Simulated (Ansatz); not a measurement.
The relaxed structure here is a generated cell of PbI2: the first start was made by placing the elements on the sites of a structure type, and the end was not matched to a known phase here, so it may be hypothetical. Known forms of PbI2 include space group No. 164.

One stationary structure of PbI₂. The numbers are results of PBE (plane waves to 420 eV, PAW, scalar-relativistic; Ansatz, an electronic-structure program), not measurements.

```
CELL_PARAMETERS angstrom
      8.09226     0.00000     0.00000
     -4.04613     7.00810     0.00000
      0.00000     0.00000     7.30857
ATOMIC_POSITIONS crystal
  I  0.00000 0.34065 0.24337
  I  0.65935 0.65935 0.24337
  I  0.34065 0.00000 0.24337
  I  0.65935 0.00000 0.75663
  I  0.00000 0.65935 0.75663
  I  0.34065 0.34065 0.75663
  Pb 0.00000 0.00000 0.00000
  Pb 0.33333 0.66667 0.50000
  Pb 0.66667 0.33333 0.50000
```

### Question
Find the space group and the Wyckoff positions (tolerance 0.01 Å).

### Answer
Space group P-31m (No. 162); a = b = 8.0923 Å, c = 7.3086 Å, α = β = 90.00°, γ = 120.00°

```csv
atom,site,symmetry,x,y,z
I,6k,..m,0.3406,0.3406,0.7566
Pb,1a,-3.m,0.0000,0.0000,0.0000
Pb,2d,3.2,0.3333,0.6667,0.5000
```

This is the AFLOW prototype AB2_hP9_162_ad_k (as in V2N).

### Question
Give the shortest distances between elements (the closest pairs, up to four, under 3.6 Å).

### Answer
I–Pb 3.26 Å.

```yaml
volume_per_atom: 46.05 Å³
band_gap: 1.80 eV, indirect (valence top at Γ, conduction bottom at A) (no spin-orbit coupling)
smallest_direct_gap: 1.99 eV at Γ
```

No spin polarisation in the result. Without spin-orbit coupling the bands of the heavy element are not split, so the gap can be far off.

The run could not lose the symmetry of its start: the end is stationary, and may be a saddle point rather than a minimum.
